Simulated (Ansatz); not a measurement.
Here is the system:

BN:
```cif
data_B2N2
_chemical_formula_sum 'B2 N2'
_space_group_name_H-M_alt 'P63mc'
_space_group_IT_number 186
_space_group_name_Hall 'P 6c -2c'
_cell_length_a 2.54332
_cell_length_b 2.54332
_cell_length_c 4.20679
_cell_angle_alpha 90.000
_cell_angle_beta 90.000
_cell_angle_gamma 120.000
loop_
_atom_site_label
_atom_site_type_symbol
_atom_site_symmetry_multiplicity
_atom_site_Wyckoff_symbol
_atom_site_fract_x
_atom_site_fract_y
_atom_site_fract_z
_atom_site_occupancy
B1 B 2 b 0.33333 0.66667 0.49980 1
N1 N 2 b 0.33333 0.66667 0.12520 1
```

This is the r²SCAN-relaxed structure.

All from plane-wave PAW r²SCAN (Ansatz code), unless another level is named. Estimate the Poisson's ratio.

0.11.

What about the zero-point energy?

158.6 meV/atom.

Give the highest zone-centre frequency (without LO–TO term).

1145 cm⁻¹.

And the vibrational entropy at 300 K?

3.3 J/(K·mol of atoms).

Space group P6_3mc (wurtzite). The cell was relaxed with r²SCAN under the symmetry of its start.

Potentials: the earlier of the program's two PAW sets.
